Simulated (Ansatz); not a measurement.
Equation of state of NbSn₂

A database entry relaxed whole under r2SCAN (Fddd):

```yaml
crystal:
  lattice:
    - [0.00000, 4.94573, 9.59123]
    - [2.85077, 0.00000, 9.59123]
    - [2.85077, 4.94573, 0.00000]
  atoms:
    - { symbol: Nb, position: [0.87705, 0.87705, 0.62295] }
    - { symbol: Nb, position: [0.62295, 0.62295, 0.87705] }
    - { symbol: Nb, position: [0.37295, 0.37295, 0.62705] }
    - { symbol: Nb, position: [0.62705, 0.62705, 0.37295] }
    - { symbol: Sn, position: [0.16724, 0.16724, 0.33276] }
    - { symbol: Sn, position: [0.33276, 0.33276, 0.16724] }
    - { symbol: Sn, position: [0.08276, 0.08276, 0.91724] }
    - { symbol: Sn, position: [0.91724, 0.91724, 0.08276] }
    - { symbol: Sn, position: [0.91860, 0.58140, 0.91860] }
    - { symbol: Sn, position: [0.58140, 0.91860, 0.58140] }
    - { symbol: Sn, position: [0.33140, 0.66860, 0.33140] }
    - { symbol: Sn, position: [0.66860, 0.33140, 0.66860] }
```

The cell was scaled uniformly, its shape held, and the atoms relaxed at each volume with plane-wave PAW DFT (Ansatz 0.2.0; r2SCAN, 500 eV, 6×6×6 Γ-centred mesh, fermi-dirac occupations of width 0.100 eV; no spin, no spin-orbit coupling). One row is withheld.

```json
{"volume (Å³/atom)": "21.186", "energy over the lowest (meV/atom)": "29.2", "pressure (GPa)": "7.42"}
{"volume (Å³/atom)": "21.637", "energy over the lowest (meV/atom)": "?", "pressure (GPa)": "?"}
{"volume (Å³/atom)": "22.087", "energy over the lowest (meV/atom)": "2.9", "pressure (GPa)": "2.21"}
{"volume (Å³/atom)": "22.538", "energy over the lowest (meV/atom)": "0.0", "pressure (GPa)": "0.01"}
{"volume (Å³/atom)": "22.989", "energy over the lowest (meV/atom)": "2.9", "pressure (GPa)": "-1.96"}
{"volume (Å³/atom)": "23.440", "energy over the lowest (meV/atom)": "11.1", "pressure (GPa)": "-3.71"}
{"volume (Å³/atom)": "23.890", "energy over the lowest (meV/atom)": "23.9", "pressure (GPa)": "-5.25"}
```

Question: Fit the pressures of the other rows to the third-order Birch-Murnaghan form.

Answer: With f = [(V₀/V)^(2/3) − 1]/2 and P = 3B₀f(1 + 2f)^(5/2)[1 + 3(B₀′ − 4)f/2], least squares gives V₀ = 22.54 Å³ an atom, B₀ = 104 GPa and B₀′ = 4.7; the rows miss the fit by less than 0.01 GPa. The slope of the energies differs from these pressures by 0.07 GPa, since they are taken to zero smearing while pressures follow the free energy.

Question: What does the withheld row hold?

Answer: The fit gives 4.66 GPa at 21.637 Å³; the run gave 4.67 GPa and 12.4 meV an atom.

Caveats: the shape of the cell was held, so B₀ is an upper bound where the axes differ in stiffness; 0 K, fixed nuclei; the symmetry was kept, and this need not be the phase that is stable at 0 K; one mesh for all volumes; every run is gapless at this level; pressure is positive in compression.
